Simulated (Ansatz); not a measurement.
## Which element?

Cell vectors (Å):

```
 3.2712  0.0000  0.0000
-1.6356  2.8329  0.0000
 0.0000  0.0000 13.2224
```

| atom | a | b | c |
| --- | --- | --- | --- |
| W | 0.3333 | 0.6667 | 0.2500 |
| W | 0.6667 | 0.3333 | 0.7500 |
| X | 0.3333 | 0.6667 | 0.6234 |
| X | 0.6667 | 0.3333 | 0.1234 |
| X | 0.3333 | 0.6667 | 0.8766 |
| X | 0.6667 | 0.3333 | 0.3766 |

Method: PBEsol, PAW on Ansatz 0.2.0's default frozen-core files (fitted under PBE), scalar-relativistic. k mesh 6×6×2, strains of ±0.005, fixed occupations.

Elastic constants of a crystal by Kohn-Sham DFT: slopes of the stress over finite engineering strains of the given cell, Voigt indices, Cartesian axes as in the cell vectors.

| index | elastic (GPa) |
| --- | --- |
| 11 | 197.2 |
| 12 | 36.4 |
| 13 | 6 |
| 33 | 26.5 |
| 44 | 13 |

Q: All X atoms are one element. Which one was computed?

A: Se; the crystal is WSe2 (P6_3/mmc).

Caveats: frozen-core PAW files fitted under PBE, their cores solved anew for the functional of the run; no dispersion correction, so the spacing and stiffness between layers or molecules are poor; no spin-orbit coupling on heavy atoms.
